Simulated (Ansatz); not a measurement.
Bi$_{2}$Se$_{3}$:
```
CELL_PARAMETERS angstrom
      4.13769     0.00000     0.00000
     -2.06885     3.58335     0.00000
      0.00000     0.00000    40.00000
ATOMIC_POSITIONS crystal
  Se 0.00000 0.00000 0.50000
  Bi 0.33333 0.66667 0.54860
  Se 0.33333 0.66667 0.41260
  Bi 0.66667 0.33333 0.45140
  Se 0.66667 0.33333 0.58740
```
Free-standing layer in the xy plane with vacuum along z and no interaction between images.

Relaxed with r²SCAN+D4.

Task: Tabulate the total density of states from r²SCAN+D4 in the plane-wave PAW code Ansatz.

Result: States/eV per cell of 5 atoms, means over 0.25 eV bins, energy of the bin centre from the valence-band maximum.

```tsv
E (eV)	total
-7.86	0.00
-7.61	0.00
-7.36	0.00
-7.11	0.00
-6.86	0.00
-6.61	0.00
-6.36	0.00
-6.11	0.00
-5.86	0.00
-5.61	0.00
-5.36	0.00
-5.11	0.00
-4.86	0.29
-4.61	1.97
-4.36	2.00
-4.11	1.60
-3.86	1.87
-3.61	2.32
-3.36	4.62
-3.11	4.47
-2.86	4.12
-2.61	4.16
-2.36	5.44
-2.11	4.49
-1.86	4.24
-1.61	2.88
-1.36	3.53
-1.11	5.58
-0.86	5.35
-0.61	3.23
-0.36	5.44
-0.11	4.39
0.14	0.00
0.39	0.00
0.64	0.00
0.89	0.00
1.14	0.00
1.39	0.11
1.64	0.23
1.89	1.05
2.14	2.68
2.39	2.52
2.64	5.28
2.89	4.50
3.14	4.53
3.39	4.81
3.64	1.78
3.89	2.76
4.14	2.98
4.39	3.50
4.64	4.20
4.89	2.28
5.14	2.73
5.39	3.55
5.64	1.50
5.89	1.12
```

Space group P-3m1 (quintuple layer). A layer that has been made, often on a substrate. The cell was relaxed with r²SCAN+D4 under the symmetry of its start; its stability against distortions is not shown here. Spin–orbit coupling is left out wherever it is not named.

Potentials: the later of the program's two PAW sets.
